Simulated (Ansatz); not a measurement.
Relaxed Fe (bcc, W type):

```xyz
2
Lattice="-2.8645 2.8645 2.8645 1.4323 -1.4323 1.4323 1.4323 1.4323 -1.4323" Properties=species:S:1:pos:R:3 pbc="T T T"
Fe     0.0000     0.0000     0.0000
Fe    -1.4323     1.4323     1.4323
```

In this cell atom 1 (Fe, nearest neighbour Fe at 2.481 Å; its periodic images, 2.5 Å or more away, move with it) is moved by s along Cartesian x, unit vector (1.000, 0.000, 0.000); all other atoms and the cell stay fixed.

Method: r2SCAN (plane waves to 500 eV, PAW, scalar-relativistic; Ansatz, an electronic-structure program). k mesh 9×18×18 (Γ-centred), Fermi-Dirac smearing 0.05 eV. Energies are smeared free energies. With partly filled bands, energies and forces of such displacements shift with the k mesh and the smearing. On this mesh the relaxed cell isn't quite at rest: it carries a pressure of -0.2 GPa (compression positive) at the zero of the scan. Fe was relaxed with its symmetry unable to fall. Relaxed Fe ends ferromagnetic. Other magnetic orders were not checked, so this need not be the ground state. ΔE is measured from the undisplaced structure. The last digit holds for this mesh only.

```json
[
 {"s (Å)": "-0.740", "ΔE (meV/cell)": "1052.9"},
 {"s (Å)": "-0.592", "ΔE (meV/cell)": "withheld"},
 {"s (Å)": "-0.444", "ΔE (meV/cell)": "501.4"},
 {"s (Å)": "-0.296", "ΔE (meV/cell)": "251.2"},
 {"s (Å)": "-0.148", "ΔE (meV/cell)": "65.6"},
 {"s (Å)": "0.000", "ΔE (meV/cell)": "0.0"},
 {"s (Å)": "0.148", "ΔE (meV/cell)": "65.6"},
 {"s (Å)": "0.296", "ΔE (meV/cell)": "251.2"},
 {"s (Å)": "0.444", "ΔE (meV/cell)": "501.4"},
 {"s (Å)": "0.592", "ΔE (meV/cell)": "withheld"},
 {"s (Å)": "0.740", "ΔE (meV/cell)": "1052.9"}
]
```

Task: Fit an even polynomial form (powers 2, 4, 6) to the given rows and predict ΔE at s = -0.592.

Result: Least squares on the 9 given rows: ΔE = (3150)·s² + (-3540)·s⁴ + (2373)·s⁶, in meV/cell with s in Å; root-mean-square residual 0.90 meV/cell. At -0.592 the fit gives 771.3 meV/cell; the calculation gives 761.4 meV/cell, so the interpolation is off by 9.9 (+1.3 %). The quadratic term alone would give 1104.0 meV/cell.

(For displaced atoms, the force is minus the slope of the energy, and its curvature is a force constant, which sets phonon frequencies.)
